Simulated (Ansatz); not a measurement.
Computed properties of Li3LaBi2

Li3LaBi2:
```xyz
6
Lattice="4.7323 0.0000 0.0000 -2.3661 4.0983 0.0000 0.0000 0.0000 7.6038" Properties=species:S:1:pos:R:3 pbc="T T T"
Li     2.3661     1.3661     2.7248
Li     0.0000     2.7322     4.8790
Li     0.0000     0.0000     3.8019
La     0.0000     0.0000     0.0000
Bi     2.3661     1.3661     5.6538
Bi     0.0000     2.7322     1.9500
```

Space group P-3m1 (No. 164); conventional cell a = b = 4.732 Å, c = 7.604 Å, α = β = 90.00°, γ = 120.00°.

Method: r²SCAN in the plane-wave PAW code Ansatz. The cell and atoms are relaxed at this level. Other levels are named where they apply.

### Cell and energy

| Property | Value |
|---|---|
| Volume per atom | 24.58 Å³ |
| Density | 6.50 g/cm³ |
| Formation energy from the elements (no fitted shifts) | -0.88 eV/atom |

### Electronic structure

| Quantity | Result |
|---|---|
| Band gap | 0.41 eV (indirect) |
| Valence-band maximum | at Γ |
| Conduction-band minimum | at L (3 equivalent valleys) |
| Smallest direct gap on the standard path | 1.01 eV |
| Electron effective mass | 0.20, 0.23, 1.7 mₑ (principal values) |
| Hole effective mass | 0.11, 3.5, 3.5 mₑ (principal values) |
| HSE06 gap on the r²SCAN cell | 0.34 eV |
| Gap with spin–orbit coupling | none (metallic) |

### Mechanics

| Quantity | Result |
|---|---|
| Bulk modulus (Birch–Murnaghan fit) | 39.1 GPa |
| Pressure derivative B′ | 4.1 |

### Charges

| Quantity | Value |
|---|---|
| Bader charges | Li +0.85 to +0.88, La +1.56, Bi -2.07 e |

The first step of the workflow began from a Materials Project structure, measured or hypothetical; the Crystallography Open Database files this formula in space group No. 164, but the cells were not matched. Its standing as an ambient phase is unchecked. The r²SCAN relaxation kept the symmetry of its start; whether a distortion lowers the energy is not shown. The references are the lowest solids computed at this level, not always the standard phases. Spin–orbit coupling is left out wherever it is not named.

Potentials: the later of the program's two PAW sets.
